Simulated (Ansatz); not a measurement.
An Ansatz (an electronic-structure program) input:

Ansatz 0.2 input:
```yaml
crystal:
  lattice:
    - [1.5911521645, -5.5868099221, 0.0]
    - [1.5911521645, 5.5868099221, 0.0]
    - [0.0, 0.0, 4.9914353539]
  atoms:
    - { symbol: P, position: [0.0691516367, 0.9308483633, 0.3825973954] }
    - { symbol: P, position: [0.9308483633, 0.0691516367, 0.8825973954] }
    - { symbol: P, position: [0.7994304969, 0.2005695031, 0.1994833093] }
    - { symbol: P, position: [0.2005695031, 0.7994304969, 0.6994833093] }
    - { symbol: W, position: [0.4066222638, 0.5933777362, 0.5009192952] }
    - { symbol: W, position: [0.5933777362, 0.4066222638, 0.0009192952] }
kpoints:
  mp_grid: { grid: [10, 10, 6] }
  band_path:
    path:
      - [[0.0, 0.0, 0.0], [-0.5, 0.5, 0.0], [-0.2702784915, 0.7297215085, 0.0]]  # Γ-Y-C_0
      - [[0.2702784915, 0.2702784915, 0.0], [0.0, 0.0, 0.0], [0.0, 0.0, 0.5], [0.2702784915, 0.2702784915, 0.5]]  # Σ_0-Γ-Z-A_0
      - [[-0.2702784915, 0.7297215085, 0.5], [-0.5, 0.5, 0.5], [-0.5, 0.5, 0.0]]  # E_0-T-Y
      - [[0.0, 0.0, 0.0], [0.0, 0.5, 0.0], [0.0, 0.5, 0.5], [0.0, 0.0, 0.5], [-0.5, 0.5, 0.5]]  # Γ-S-R-Z-T
    npoints: 6
hamiltonian:
  xc: r2scan
  pseudopotentials: { azcp: { folder: ./paw }, kind: paw_fr }
magnetization: { noncollinear: true, spin_orbit: true }
scf:
  n_extra_bands: 12
  convergence: { dr2_threshold: 0.0000000001 }
  occupations: { method: gaussian, width: 0.05 }
output: { eigenvalues: true }
```

Q: How many symmetry operations and irreducible k-points will the run report?

A: 4 operations, 124 of 600 k-points.

Q: With a cutoff of 500 eV, how many plane waves at Γ?

A: 2247.

It took around 7 core-minutes (rough) on shared server cores.

Space group Cmc2_1. The workflow started from a Materials Project entry (that database holds measured and hypothetical structures alike); the Crystallography Open Database files this formula in space group No. 36, but the cells were not matched. Its standing as an ambient phase is unchecked. The cell was relaxed with r²SCAN under the symmetry of its start; its stability against distortions is not shown here. No spin polarisation was allowed.

Potentials: the earlier of the program's two PAW sets.

Ansatz is a plane-wave DFT program.
